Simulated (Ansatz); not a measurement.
Cell and atoms are relaxed with the symmetry kept. Start:

```cif
data_structure
_symmetry_space_group_name_H-M 'Fm-3m'
_symmetry_Int_Tables_number 225
_cell_length_a 5.5248
_cell_length_b 5.5248
_cell_length_c 5.5248
_cell_angle_alpha 90.000
_cell_angle_beta 90.000
_cell_angle_gamma 90.000
_cell_volume 168.64
loop_
_atom_site_label
_atom_site_type_symbol
_atom_site_symmetry_multiplicity
_atom_site_Wyckoff_symbol
_atom_site_fract_x
_atom_site_fract_y
_atom_site_fract_z
_atom_site_occupancy
Ca1 Ca 4 a 0.00000 0.00000 0.00000 1
```

Computed with Ansatz 0.2.0, DFT PBEsol, scalar-relativistic, plane waves, PAW.

Settings: cutoff 420 eV, Γ-centred mesh 14×14×14 on the computed 1-atom cell, Gaussian smearing of 0.10 eV; no spin polarisation.

Task: What does it relax to?

Result: The volume drops by 1.62 Å³/atom to 40.54 Å³/atom, and the energy falls by 3.3 meV/atom. Final structure:
```yaml
crystal:
  lattice:
    - [0.00000, 2.72653, 2.72653]
    - [2.72653, 0.00000, 2.72653]
    - [2.72653, 2.72653, 0.00000]
  atoms:
    - { symbol: Ca, position: [0.00000, 0.00000, 0.00000] }
```

Cost: 1 run of about 0.17 core-minutes, on Arm Neoverse V1 (shared hosts).